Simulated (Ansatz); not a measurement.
A generator proposed this cell of LuHfO.

```
CELL_PARAMETERS angstrom
4.06218 0.00000 0.00000
-2.03109 3.51795 0.00000
0.00000 0.00000 4.47817
ATOMIC_POSITIONS crystal
Lu 0.00000 0.00000 0.50000
Hf 0.33333 0.66667 0.50000
O 0.66667 0.33333 0.00000
```

All numbers below come from Ansatz 0.2.0, DFT PBE, scalar-relativistic, plane waves, PAW. Settings: cutoff 420 eV, Γ-centred mesh 6×6×4 on the computed 3-atom cell, Gaussian smearing of 0.10 eV; no spin polarisation.

The zero of energy is the elements' standard structures at the same level (O₂ as a molecule); no fitted shifts are applied.

Question: Estimate its pressure, forces and energy as it stands.

Answer: The pressure is 9.5 GPa (the mean over three directions, positive in compression), the largest force is 0.00 eV/Å (symmetry fixes the atoms), and the energy is +2.60 eV/atom against the elements. The shortest distance is 2.35 Å.

Question: How much does it gain on relaxing, and where does it end?

Answer: Relaxing gains about 1.6 eV/atom (the start's value is from the coarse mesh, so the gain is rough) in 23 ionic steps and ends at +0.97 eV/atom on the finer mesh. The symmetry stays P-6m2 (No. 187). The volume per atom shrinks by 6.8 %, from 21.3 to 19.9 Å³. The shortest distance goes from 2.35 Å (Lu–Hf) to 2.81 Å (Lu–Hf). The ratio c/a of the conventional cell changes by a factor of 0.54. Conventional cell: a = 4.869 Å, c = 2.904 Å. Around Lu lie 3 Hf at 2.81 Å, 2 Lu at 2.90 Å and 6 O at 3.16 Å; around Hf lie 3 Lu at 2.81 Å, 2 Hf at 2.90 Å and 6 O at 3.16 Å; around O lie 2 O at 2.90 Å, 6 Lu at 3.16 Å and 6 Hf at 3.16 Å.

The last run used a 12×12×16 mesh (in the run's order of axes) for its 3-atom cell and Gaussian smearing of 0.10 eV. Spin–orbit coupling, which can matter for Hf, is left out. An odd number of electrons in the primitive cell allows no gap without spin; a larger cell or a magnetic state could open one. The cell is a metal run without spin; a magnetic state may lie lower. The relaxation can't lower the symmetry of the start. A structure relaxed within its symmetry needn't be a true minimum. Another cell of LuHfO relaxed alike, in P4/mmm, lies 2.66 eV/atom lower, so this cell isn't the stable form at this level.
